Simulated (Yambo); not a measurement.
**How GW settings move the gap: KHF$_{2}$**

G0W0@LDA for KHF2 (space group I4/mcm, No. 140) in Yambo. Reference settings: 4×4×4 Γ-centred k mesh, 118 bands and a 6 Ry block in the screening, 118 bands in G with the Bruneval-Gonze terminator, plasmon pole fitted at 27.2 eV. The LDA gap Z → Γ on this mesh is 6.91 eV; G0W0 gaps are taken between the same points.

```json
[
 {"change from the reference": "reference settings", "G0W0 gap Z → Γ (eV)": "11.60", "shift of the valence edge (eV)": "-2.93", "rough Yambo cost": "1"},
 {"change from the reference": "38 bands in W, 38 bands in G", "G0W0 gap Z → Γ (eV)": "13.15", "shift of the valence edge (eV)": "-3.46", "rough Yambo cost": "about 1/4"},
 {"change from the reference": "38 bands in W, 38 bands in G, 3 Ry block", "G0W0 gap Z → Γ (eV)": "13.58", "shift of the valence edge (eV)": "-3.95", "rough Yambo cost": "about 1/5"},
 {"change from the reference": "38 bands in W, 38 bands in G, 5 Ry block", "G0W0 gap Z → Γ (eV)": "13.18", "shift of the valence edge (eV)": "-3.50", "rough Yambo cost": "about 1/5"},
 {"change from the reference": "52 bands in W, 52 bands in G, 2 Ry block", "G0W0 gap Z → Γ (eV)": "12.88", "shift of the valence edge (eV)": "-3.88", "rough Yambo cost": "about 1/3"},
 {"change from the reference": "71 bands in W, 71 bands in G, 3 Ry block", "G0W0 gap Z → Γ (eV)": "12.14", "shift of the valence edge (eV)": "-3.34", "rough Yambo cost": "about 1/2"},
 {"change from the reference": "94 bands in W, 94 bands in G, 4 Ry block", "G0W0 gap Z → Γ (eV)": "11.75", "shift of the valence edge (eV)": "-3.03", "rough Yambo cost": "within a factor of two"},
 {"change from the reference": "94 bands in W, 94 bands in G, 5 Ry block", "G0W0 gap Z → Γ (eV)": "11.67", "shift of the valence edge (eV)": "-2.92", "rough Yambo cost": "within a factor of two"},
 {"change from the reference": "2×2×2 mesh", "G0W0 gap Z → Γ (eV)": "11.57", "shift of the valence edge (eV)": "-2.83", "rough Yambo cost": "about 1/20"},
 {"change from the reference": "38 bands in W, 38 bands in G, 3 Ry block, no terminator", "G0W0 gap Z → Γ (eV)": "13.67", "shift of the valence edge (eV)": "-3.84", "rough Yambo cost": "about 1/5"},
 {"change from the reference": "38 bands in W, 38 bands in G, no terminator", "G0W0 gap Z → Γ (eV)": "13.19", "shift of the valence edge (eV)": "-3.28", "rough Yambo cost": "about 1/5"},
 {"change from the reference": "52 bands in W, 52 bands in G, no terminator", "G0W0 gap Z → Γ (eV)": "12.05", "shift of the valence edge (eV)": "-2.71", "rough Yambo cost": "about 1/3"},
 {"change from the reference": "71 bands in W, 71 bands in G, 3 Ry block, no terminator", "G0W0 gap Z → Γ (eV)": "12.13", "shift of the valence edge (eV)": "-3.20", "rough Yambo cost": "about 1/2"},
 {"change from the reference": "94 bands in W, 94 bands in G, 3 Ry block, no terminator", "G0W0 gap Z → Γ (eV)": "11.95", "shift of the valence edge (eV)": "-3.21", "rough Yambo cost": "within a factor of two"},
 {"change from the reference": "94 bands in W, 94 bands in G, no terminator", "G0W0 gap Z → Γ (eV)": "11.58", "shift of the valence edge (eV)": "-2.69", "rough Yambo cost": "within a factor of two"}
]
```

The reference isn't shown to be the converged limit. Costs are rough (shared machines), scaled to the same edge states, and given only for runs that recompute the screening.

Geometry of the Materials Project entry, not relaxed at this level; primitive cell a = b = c = 5.1880 Å, α = β = 114.69°, γ = 99.48°.

A shift is the quasiparticle energy of the state minus its LDA energy.
